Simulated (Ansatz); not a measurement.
## Computed properties of BAs

BAs:
```yaml
crystal:
  lattice:
    - [3.35789, 0.00000, 0.00000]
    - [-1.67894, 2.90801, 0.00000]
    - [0.00000, 0.00000, 5.55524]
  atoms:
    - { symbol: B, position: [0.33333, 0.66667, 0.37470] }
    - { symbol: B, position: [0.66667, 0.33333, 0.87470] }
    - { symbol: As, position: [0.33333, 0.66667, 0.00030] }
    - { symbol: As, position: [0.66667, 0.33333, 0.50030] }
```

Space group P6_3mc (No. 186), wurtzite; conventional cell a = b = 3.3579 Å, c = 5.5552 Å, α = β = 90.00°, γ = 120.00°.

Method: the program Ansatz at the HSE06 level (PAW). Structure relaxed to zero pressure with the same functional. Other levels are named where they apply.

**Cell and energy**

- Volume per atom = 13.56 Å³
- Density = 5.25 g/cm³

**Electronic structure**

* **Band gap**: 1.77 eV (indirect)
* **Valence-band maximum**: at Γ
* **Conduction-band minimum**: at M (3 equivalent valleys)
* **Smallest direct gap on the standard path**: 3.01 eV
* **Gap with spin–orbit coupling**: 1.69 eV (at the special points and the edges found without it)

**Mechanics**

- Bulk modulus (Birch–Murnaghan fit): 146 GPa
- Pressure derivative B′: 4.0

**Charges**

* **Bader charges**: B +0.19, As -0.19 e

The first step of the workflow began from a Materials Project structure, measured or hypothetical; the Crystallography Open Database copy checked does not list it. It is not the phase usual at ambient conditions (space group No. 216). Symmetry was held in the HSE06 relaxation; whether a distortion lowers the energy is not shown. The hybrid was solved on a coarse mesh, the path and, where they were found, the r²SCAN edge points; its band edges are the extreme levels among these. Scalar-relativistic: spin–orbit coupling is off unless named, which matters more the heavier the elements.

Potentials: the earlier of the program's two PAW sets. The files were generated under PBE; for other functionals the program regenerates the frozen cores, and for LDA and PBEsol the local potential too.
